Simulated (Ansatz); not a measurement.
KSb:
```
KSb
1.0
    6.98669     0.00000     0.00000
    0.00000     6.80725     0.00000
   -5.53973     0.00000    11.80995
K Sb
8 8
Direct
  0.77814   0.40087   0.66932
  0.22186   0.59913   0.33068
  0.22186   0.90087   0.83068
  0.77814   0.09913   0.16932
  0.76008   0.66716   0.96659
  0.23992   0.33284   0.03341
  0.23992   0.16716   0.53341
  0.76008   0.83284   0.46659
  0.68109   0.89999   0.71182
  0.31891   0.10001   0.28818
  0.31891   0.39999   0.78818
  0.68109   0.60001   0.21182
  0.68707   0.16678   0.88076
  0.31293   0.83322   0.11924
  0.31293   0.66678   0.61924
  0.68707   0.33322   0.38076
```

Relaxed with LDA. Special points in fractions of this cell's reciprocal vectors: Γ (0.000, 0.000, 0.000); Z (0.000, 0.500, 0.000); D (0.000, 0.500, 0.500); B (0.000, 0.000, 0.500); A (-0.500, 0.000, 0.500); E (-0.500, 0.500, 0.500); C2 (-0.500, 0.500, 0.000); Y2 (-0.500, 0.000, 0.000).

Task: List the band energies nearest the valence-band maximum at these points for the program Ansatz at the LDA level (PAW).

Result: In eV from the valence-band maximum; about four levels below and three above (degenerate sets whole), none deeper than 8.9 eV; points with the same levels are listed once.

```tsv
k	below	above
Γ	-0.66 -0.56 -0.10 -0.04	1.01 1.05 1.20
Z	-0.79 -0.79 -0.43 -0.43	1.47 1.47 1.59 1.59
D	-0.71 -0.71 -0.54 -0.54	1.54 1.54 1.78 1.78
B	-0.64 -0.64 -0.03 -0.03	1.07 1.07 1.16 1.16
A	-0.51 -0.51 -0.08 -0.08	1.03 1.03 1.71 1.71
E	-0.61 -0.61 -0.51 -0.51	1.43 1.43 1.46 1.46
C2	-0.54 -0.54 -0.39 -0.39	1.08 1.08 1.78 1.78
Y2	-0.44 -0.29 -0.25 -0.25	1.00 1.21 1.61
```

Space group P2_1/c. The first step of the workflow began from a Materials Project structure, measured or hypothetical; the Crystallography Open Database files this formula in space group No. 14, but the cells were not matched. Whether it is the stable phase at ambient conditions was not checked. The LDA relaxation kept the symmetry of its start; its stability against distortions is not shown here. Scalar-relativistic: spin–orbit coupling is off unless named, which matters more the heavier the elements.

Potentials: the later of the program's two PAW sets.
